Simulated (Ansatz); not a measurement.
## CaMn2P2H4O10, one structure, two calculations

Cell: a computed structure from the Materials Project (it need not be an observed phase), atoms as given.

```yaml
crystal:
  lattice:
    - [5.40437, 0.00000, 0.00000]
    - [1.64372, 5.45663, 0.00000]
    - [2.60008, 1.41641, 7.64141]
  atoms:
    - { symbol: Ca, position: [0.24502, 0.90055, 0.12811] }
    - { symbol: Mn, position: [0.45909, 0.40073, 0.55496] }
    - { symbol: Mn, position: [0.00709, 0.53415, 0.97843] }
    - { symbol: H, position: [0.97514, 0.54849, 0.32712] }
    - { symbol: H, position: [0.71862, 0.78741, 0.28146] }
    - { symbol: H, position: [0.90056, 0.42856, 0.70560] }
    - { symbol: H, position: [0.09894, 0.16582, 0.77576] }
    - { symbol: P, position: [0.51555, 0.23758, 0.19725] }
    - { symbol: P, position: [0.53631, 0.81075, 0.75620] }
    - { symbol: O, position: [0.36256, 0.30130, 0.05340] }
    - { symbol: O, position: [0.46688, 0.97745, 0.30397] }
    - { symbol: O, position: [0.65166, 0.75148, 0.91763] }
    - { symbol: O, position: [0.62287, 0.03715, 0.62745] }
    - { symbol: O, position: [0.38877, 0.44576, 0.31330] }
    - { symbol: O, position: [0.82121, 0.21876, 0.12458] }
    - { symbol: O, position: [0.63491, 0.58112, 0.66114] }
    - { symbol: O, position: [0.22343, 0.85764, 0.83765] }
    - { symbol: O, position: [0.07903, 0.35282, 0.73898] }
    - { symbol: O, position: [0.90488, 0.66961, 0.23486] }
```

Atom numbers follow the list; atoms alike are taken as one site, whose name carries the number of the first.

First run. Method: Kohn–Sham DFT in Ansatz, PBE, plane waves and PAW, scalar-relativistic, collinear spin, 420 eV cutoff, Γ-centred 5×4×3 k-points, Fermi–Dirac smearing 0.02 eV. Start moments as typed (μB): 5 on each Mn, none on the rest.

```
site  atom  V_zz (10²¹ V/m²)     η  m (μB)
  Ca     1             -3.10  0.17    0.00
 Mn2     2              5.44  0.56    3.95
 Mn3     3             -3.95  0.92   -4.11
  H4     4              3.92  0.06    0.00
  H7     7              2.50  0.11    0.00
  P8     8             -1.05  0.81    0.00
  P9     9             -1.60  0.44    0.00
 O10    10              9.60  0.18   -0.03
 O11    11              8.50  0.29    0.00
 O13    13              9.58  0.32    0.05
 O15    15              9.24  0.29   -0.03
 O16    16              9.46  0.69    0.03
 O17    17              8.16  0.42   -0.02
 O19    19            -11.75  0.96   -0.01
```

Second run. The same atoms and settings, except that the start moments (μB) are 0 -5 5 0 0 0 0 0 0 0 0 0 0 0 0 0 0 0 0 by atom.

Task: What does the second run give?

Result: 

```csv
site,atom,V_zz,η,change of V_zz,m (μB)
Ca,1,-3.10,0.17,0.00,0.00
Mn2,2,5.44,0.56,0.00,-3.95
Mn3,3,-3.95,0.92,0.00,4.11
H4,4,3.92,0.06,0.00,0.00
H7,7,2.50,0.11,0.00,0.00
P8,8,-1.05,0.81,0.00,0.00
P9,9,-1.60,0.44,0.00,0.00
O10,10,9.60,0.18,0.00,0.03
O11,11,8.50,0.29,0.00,0.00
O13,13,9.58,0.32,0.00,-0.05
O15,15,9.24,0.29,0.00,0.03
O16,16,9.46,0.69,0.00,-0.03
O17,17,8.16,0.42,0.00,0.02
O19,19,-11.75,0.96,0.00,0.01
```

No V_zz moves by more than 0.01. The table leaves out 5 of the 19 sites, with |V_zz| up to 9.36; their tensors move by 0.01 at most along any direction. The statements above cover all sites.

The largest force is 0.5 eV/Å, so the atoms aren't at the calculated equilibrium and relaxing them would move these values. The lattice is static: at room temperature water may turn and average the couplings of its hydrogen. The magnetic order is the one that the run reached from its start moments, not necessarily the measured one.
For the first run: The moments were started parallel, and the run ended with some of them reversed. The program didn't check the stability of this electronic state in full, so a lower one may lie near.
